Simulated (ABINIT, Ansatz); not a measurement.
This is a calculation of InSb3 for ABINIT 10.8.3 (patched build). The cell comes from a database or a generator and needn't be the stable form of this composition.

File run.abi:

```
# Pseudopotentials
pp_dirpath "./"
pseudos "Sb.GGA_PBE-JTH.xml, In.GGA_PBE-JTH.xml"

# Structure
structure "poscar:POSCAR"
natom 4

# Plane-wave basis
ecut 22.0
pawecutdg 44.0
pawxcdev 0

# k points
kptopt 1
ngkpt 6 6 6
nshiftk 1
shiftk 0.0 0.0 0.0

# Exchange and correlation
ixc 11

# Bands and occupations
nband 35
occopt 3
tsmear 0.05 eV

# SCF cycle
nstep 100
tolvrs 1.0e-9

# Output
iomode 3
prtwf 0
prtden 0
prteig 0
prtebands 0
prtvol 2
```

Contents of POSCAR:

```
InSb3
1.0
    4.8063670000      0.0000000000      0.0000000000
    0.0000000000      4.8063670000      0.0000000000
    0.0000000000      0.0000000000      4.8063670000
Sb In
3 1
Direct
    0.5000000000      0.5000000000      0.0000000000  Sb
    0.0000000000      0.5000000000      0.5000000000  Sb
    0.5000000000      0.0000000000      0.5000000000  Sb
    0.0000000000      0.0000000000      0.0000000000  In
```

Potentials or basis: JTH PAW PBE v2.0.

The run is started by

```sh
$ abinit run.abi > log 2>&1
```

Problem. Translate it to Ansatz 0.2.0. Potentials or basis there: Ansatz PAW, cutoff 420 eV.

Solution. As run (cutoffs and basis follow the program's own potentials, and thresholds, step limits or extra output files can differ):

The input input.yaml:

```yaml
crystal:
  lattice:
    - [4.806367, 0.0, 0.0]
    - [0.0, 4.806367, 0.0]
    - [0.0, 0.0, 4.806367]
  atoms:
    - { symbol: Sb, position: [0.5, 0.5, 0.0] }
    - { symbol: Sb, position: [0.0, 0.5, 0.5] }
    - { symbol: Sb, position: [0.5, 0.0, 0.5] }
    - { symbol: In, position: [0.0, 0.0, 0.0] }
hamiltonian:
  xc: pbe
  pseudopotentials: { kind: paw }
kpoints:
  mp_grid: { grid: [6, 6, 6] }
scf:
  occupations: { method: fermi_dirac, width: 0.05 }
output:
  forces: true
  stress: true
  eigenvalues: true
```

Potentials or basis: Ansatz PAW.

Launch:

```console
$ ansatz run input.yaml --threads 2 --pin off --max-ram 5120MiB --backend cpu --events-out ev --progress --plain --runs-dir out
```

Both were run:

|  | ABINIT | Ansatz |
| --- | --- | --- |
| Pressure | 0.2 GPa | 0.2 GPa |

Ansatz's pressure holds a Pulay term of +0.04 GPa for its cutoff of 420 eV, which the other run lacks.

Where Ansatz's input types no cutoff or centring, it takes its own default and a Γ-centred mesh.

Pressure is positive in compression.
